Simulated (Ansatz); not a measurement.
# SiC$_{5}$: relaxed-ion elastic tensor

All numbers below come from DFT PBE, scalar-relativistic, plane waves, PAW in Ansatz 0.2.0. Cutoff 420 eV, 12×12×4 k-points (Γ-centred), Gaussian smearing of 0.10 eV. No spin polarisation.

Equilibrium structure at this level:
```
CELL_PARAMETERS angstrom
4.65042 0.00000 0.00000
-2.32521 4.02738 0.00000
0.00000 0.00000 7.52947
ATOMIC_POSITIONS crystal
Si 0.00000 0.00000 0.75000
Si 0.00000 0.00000 0.25000
C 0.61981 0.00000 0.75000
C 0.33333 0.66667 0.75000
C 0.66667 0.33333 0.75000
C 0.00000 0.61981 0.75000
C 0.38019 0.38019 0.75000
C 0.61981 0.61981 0.25000
C 0.66667 0.33333 0.25000
C 0.33333 0.66667 0.25000
C 0.00000 0.38019 0.25000
C 0.38019 0.00000 0.25000
```

The structure comes from a proposed guess, relaxed at this level; another structure or a mixture of phases may lie lower. In a metal, frequencies and elastic constants depend on the k mesh and the smearing, soft modes and shear constants most. No dispersion correction is applied, so modes and constants that involve weak contacts between layers, chains or molecules come out too soft.

(1) Give the relaxed-ion elastic constants (GPa, Voigt order xx yy zz yz xz xy, on the Cartesian axes of the cell above).

(2) Is the crystal stable against homogeneous strain?

## Answers

(1)
```
697.5 193.7   0.3   0.0   0.0   0.0
193.7 697.5   0.3   0.0   0.0   0.0
  0.3   0.3   5.1   0.0   0.0   0.0
  0.0   0.0   0.0   3.1   0.0   0.0
  0.0   0.0   0.0   0.0   3.1   0.0
  0.0   0.0   0.0   0.0   0.0 251.9
```

(2) Too close to call: the least eigenvalue is 3.1 GPa, within what the k mesh leaves open in a metal.
